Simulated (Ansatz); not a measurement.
Total density of states per atom from the program Ansatz at the PBE level (PAW), in 0.25 eV bins, energy from the Fermi level:

```
E (eV) | states/eV/atom
    -7.85 | ####### 0.16
    -7.60 | ######## 0.18
    -7.35 | ######### 0.21
    -7.10 | ########## 0.24
    -6.85 | ############ 0.26
    -6.60 | ############# 0.30
    -6.35 | ################ 0.37
    -6.10 | ################# 0.38
    -5.85 | ################# 0.37
    -5.60 | ################# 0.38
    -5.35 | ################# 0.38
    -5.10 | ################# 0.38
    -4.85 | ################# 0.38
    -4.60 | ############### 0.35
    -4.35 | ################ 0.36
    -4.10 | ################## 0.40
    -3.85 | ############### 0.33
    -3.60 | ############### 0.34
    -3.35 | ################ 0.36
    -3.10 | ################ 0.35
    -2.85 | ################# 0.38
    -2.60 | ################# 0.37
    -2.35 | ################## 0.40
    -2.10 | ################## 0.40
    -1.85 | ################## 0.40
    -1.60 | ################## 0.42
    -1.35 | #################### 0.44
    -1.10 | ##################### 0.48
    -0.85 | ####################### 0.51
    -0.60 | ###################### 0.51
    -0.35 | ####################### 0.51
    -0.10 | ###################### 0.50
     0.15 | ##################### 0.48
     0.40 | ###################### 0.50
     0.65 | ##################### 0.47
     0.90 | ################# 0.39
     1.15 | ################# 0.39
     1.40 | ################ 0.36
     1.65 | ############### 0.33
     1.90 | ############## 0.32
     2.15 | ############## 0.31
     2.40 | ############# 0.30
     2.65 | ############## 0.32
     2.90 | ############### 0.34
     3.15 | ################# 0.38
     3.40 | ################### 0.43
     3.65 | ##################### 0.47
     3.90 | #################### 0.45
     4.15 | ##################### 0.48
     4.40 | ########################## 0.59
     4.65 | ############################## 0.68
```

Q: Pick the material that matches.
A. MgAl3N3O, Pm (Pearson symbol mP8)
B. Si3P4, I-43d (Si on 12a, P on 16c)
C. SnC, CsCl type
D. AlP, CsCl type

A: D, AlP, CsCl type. Within 0.5 eV of the Fermi level: P 3p 56 %, Al 3p 22 %, Al 3s 15 %. Projections are on Löwdin-orthogonalised atomic valence shells; empty p or d shells of many metals are not among them.

Space group Pm-3m (CsCl type). The start of the workflow was typed in or built on a structure type; neither database checked (COD, Materials Project) lists it. It is not the phase usual at ambient conditions (space group No. 216). Symmetry was held in the PBE relaxation; whether a distortion lowers the energy is not shown. The volume moved by 20 % from the start of the relaxation.

Potentials: the earlier of the program's two PAW sets.
